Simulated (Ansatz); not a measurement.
Given:

CoW:
```yaml
crystal:
  lattice:
    - [1.32824, -4.76941, 0.00000]
    - [1.32824, 4.76941, 0.00000]
    - [0.00000, 0.00000, 4.03831]
  atoms:
    - { symbol: W, position: [0.65720, 0.34280, 0.25000] }
    - { symbol: Co, position: [0.92701, 0.07299, 0.25000] }
    - { symbol: W, position: [0.34280, 0.65720, 0.75000] }
    - { symbol: Co, position: [0.07299, 0.92701, 0.75000] }
```

This is the PBEsol-relaxed structure.

All from PBEsol in the plane-wave PAW code Ansatz, unless another level is named. Predict the formation energy from the elements (no fitted shifts).

6.6 kJ/mol of atoms.

And the density of states at the Fermi level?

1.3 states/eV per atom (mean over ±0.08 eV).

Space group Cmcm. The start of the workflow was typed in or built on a structure type; neither database checked (COD, Materials Project) lists it. Whether it is the stable phase at ambient conditions was not checked. The cell was relaxed with PBEsol under the symmetry of its start; whether a distortion lowers the energy is not shown. The workflow began spin-polarised and lost its moments. The references are the lowest solids computed at this level, not always the standard phases. Scalar-relativistic: spin–orbit coupling is off unless named, which matters more the heavier the elements.

Potentials: the earlier of the program's two PAW sets. The files were generated under PBE; for other functionals the program regenerates the frozen cores, and for LDA and PBEsol the local potential too.
